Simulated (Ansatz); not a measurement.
Os2Ge in the antifluorite structure

Method: PBEsol, scalar-relativistic; no spin polarisation; PAW, 420 eV, 10×10×10 k-mesh, Gaussian smearing of 0.05 eV; code Ansatz; PAW files: Ansatz's generated set soft_2.

```
Os Ge
1.0
     0.00000    2.86546    2.86546
     2.86546    0.00000    2.86546
     2.86546    2.86546    0.00000
Os Ge
2 1
Cartesian
  1.4327 1.4327 1.4327
  4.2982 4.2982 4.2982
  0.0000 0.0000 0.0000
```

The structure was built from a prototype; whether the compound forms in it isn't claimed.

The cell is relaxed to zero pressure at this level.

The cell has space group Fm-3m (read at 0.01 Å). In it the stress is -0.06, -0.06, -0.06, 0.00, 0.00, 0.00 GPa and the largest force component 0.000 eV/Å. Each change below starts from this cell, without further relaxation. Stress is in GPa, positive in compression, in the order xx, yy, zz, yz, xz, xy; energies are counted from the cell above and are free energies with the smearing's entropy, which match forces and stress in a metal.

Question: What happens when atom 1 (Os) is moved by 0.05 Å along y?

Answer: The energy changes by 10.9 meV per cell, and the force on it along the shift is -0.436 eV/Å (−F/u = 8.73 eV/Å²). Stress: 0.10, 0.21, 0.10, 0.00, -2.54, 0.00.
| atom | Fx (eV/Å) | Fy | Fz |
| --- | --- | --- | --- |
| Os1 | 0.000 | -0.436 | 0.000 |
| Os2 | 0.000 | 0.016 | 0.000 |
| Ge3 | 0.000 | 0.420 | 0.000 |
In a harmonic crystal the energy would rise by −½F·u = ½ × 8.73 × 0.05² eV = 10.9 meV, which matches.

Question: A single strain component, atoms carried along, gave the stress 4.81, 4.81, 6.65, 0.00, 0.00, 0.00. Which component, and about how large?

Answer: An engineering strain of -2 % in zz; the energy changes by 18.6 meV per cell.

These numbers lack spin–orbit coupling.
